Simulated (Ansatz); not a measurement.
## Two-dimensional strain map in Si

Method: DFT r2SCAN, scalar-relativistic, plane waves, PAW in Ansatz. Cutoff 500 eV, Γ-centred 8×8×8 k-points, Gaussian smearing of 0.15 eV. No spin polarisation. Energies are free energies at this smearing, counted from the undisturbed cell; pressure is positive in compression.

Reference structure (relaxed at this level; this form isn't the usual structure):

```yaml
crystal:
  lattice:
    - [-3.32361, 3.32361, 3.32361]
    - [3.32361, -3.32361, 3.32361]
    - [3.32361, 3.32361, -3.32361]
  atoms:
    - { symbol: Si, position: [0.20140, 0.20140, 0.20140] }
    - { symbol: Si, position: [0.50000, 0.00000, 0.29860] }
    - { symbol: Si, position: [0.29860, 0.50000, 0.00000] }
    - { symbol: Si, position: [0.00000, 0.29860, 0.50000] }
    - { symbol: Si, position: [0.79860, 0.79860, 0.79860] }
    - { symbol: Si, position: [0.50000, 0.00000, 0.70140] }
    - { symbol: Si, position: [0.70140, 0.50000, 0.00000] }
    - { symbol: Si, position: [0.00000, 0.70140, 0.50000] }
```

The cell is strained by p along both x and y and by q along z, fractional coordinates fixed. Points are written (p, q).

Energy above the undisturbed cell in meV/atom (a dash: not computed):

| p \ q | -0.050 | -0.025 | 0.000 | 0.025 | 0.050 |
| --- | --- | --- | --- | --- | --- |
| -0.050 | 156.9 | 111.1 | 85.4 | 77.3 | 84.7 |
| -0.025 | 70.9 | 36.2 | 20.1 | 20.6 | 35.7 |
| 0.000 | 33.3 | 8.1 | 0.0 | 7.4 | 28.3 |
| 0.025 | 35.7 | 18.8 | 17.5 | 30.4 | 55.9 |
| 0.050 | 70.8 | 61.1 | 65.7 | 83.2 | 112.3 |

Pressure in GPa:

| p \ q | -0.050 | -0.025 | 0.000 | 0.025 | 0.050 |
| --- | --- | --- | --- | --- | --- |
| -0.050 | 21.9 | 17.3 | 13.2 | 9.7 | 6.6 |
| -0.025 | 13.0 | 9.2 | 5.8 | 2.9 | 0.4 |
| 0.000 | 6.0 | 2.8 | 0.0 | -2.4 | -4.4 |
| 0.025 | 0.4 | -2.2 | -4.5 | -6.5 | -8.1 |
| 0.050 | -3.9 | -6.1 | -8.0 | -9.6 | -10.9 |

Gap on the k-mesh in eV:

```csv
p \ q,-0.050,-0.025,0.000,0.025,0.050
-0.050,0.00,0.00,0.00,0.00,0.00
-0.025,0.00,0.00,0.00,0.00,0.00
0.000,0.00,0.00,0.00,0.00,0.00
0.025,0.00,0.00,0.00,0.00,0.00
0.050,0.00,0.00,0.04,0.00,0.00
```